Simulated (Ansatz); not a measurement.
CeO₂ (fluorite)

```
CELL_PARAMETERS angstrom
      0.00000     2.71896     2.71896
      2.71896     0.00000     2.71896
      2.71896     2.71896     0.00000
ATOMIC_POSITIONS crystal
  Ce 0.00000 0.00000 0.00000
  O  0.25000 0.25000 0.25000
  O  0.75000 0.75000 0.75000
```

The slice is a {100} plane (indices of the conventional cell) through the point (0.000, 0.000, 0.000) (fractional), spanned by u = [100] and v = [0 1 -1] in vectors of this cell: u (3.85 Å) and v (3.85 Å, at 90° to u). It covers one period; positions are fractions (u, v).

Computed with r2SCAN (plane waves to 500 eV, PAW, scalar-relativistic; Ansatz, an electronic-structure program). k mesh 11×11×11. Inside the PAW spheres the values are not all-electron values, and peaks at nuclei hang on which shells count as valence. CeO2 is run without spin polarisation. CeO2 was relaxed with its symmetry unable to fall. The PAW data are Ansatz's earlier set. The f-shell state is unchecked: a lower one may exist.

Three fields on this plane, each scaled to ten steps between its own extremes (0 low, 9 high; the total valence density on a logarithmic scale, the potential cut 8 eV below its top; x marks points blanked near nuclei; v = 0 in the bottom row):

Map A
```
|xxxxxx866555668xxxxx|
|xxxxx98655555689xxxx|
|xxxxx97544444579xxxx|
|xxxx9754444444579xxx|
|xx99764333333346799x|
|88875432222222345788|
|76654321111111234566|
|66544321100011234456|
|55544321000001234455|
|55544321000001234455|
|55544321000001234455|
|66544321100011234456|
|76654321111111234566|
|88875432222222345788|
|xx99764333333346799x|
|xxxx9754444444579xxx|
|xxxxx97544444579xxxx|
|xxxxx98655555689xxxx|
|xxxxxx866555668xxxxx|
|xxxxxx876555678xxxxx|
```

Map B
```
|xxxxxx026898620xxxxx|
|xxxxx00368986300xxxx|
|xxxxx00478987400xxxx|
|xxxx0025799975200xxx|
|xx00014689998641000x|
|00002467899987642000|
|22345678999998765432|
|66677889999999887766|
|88889999999999999888|
|99999999999999999999|
|88889999999999999888|
|66677889999999887766|
|22345678999998765432|
|00002467899987642000|
|xx00014689998641000x|
|xxxx0025799975200xxx|
|xxxxx00478987400xxxx|
|xxxxx00368986300xxxx|
|xxxxxx026898620xxxxx|
|xxxxxx026898620xxxxx|
```

Map C
```
|xxxxxx410000014xxxxx|
|xxxxx93000000039xxxx|
|xxxxx82000000028xxxx|
|xxxx9510000000159xxx|
|xx98510000000001589x|
|44321000000000001234|
|11000000000000000001|
|00000000000000000000|
|00000000000000000000|
|00000000000000000000|
|00000000000000000000|
|00000000000000000000|
|11000000000000000001|
|44321000000000001234|
|xx98510000000001589x|
|xxxx9510000000159xxx|
|xxxxx82000000028xxxx|
|xxxxx93000000039xxxx|
|xxxxxx410000014xxxxx|
|xxxxxx410000014xxxxx|
```

### Question
Assign the maps to these fields: electron localisation function (ELF); valence electron density; electrostatic potential energy of an electron, from the cell's mean.

### Answer
A is the valence electron density; B is the electrostatic potential energy of an electron, from the cell's mean; C is the electron localisation function (ELF).
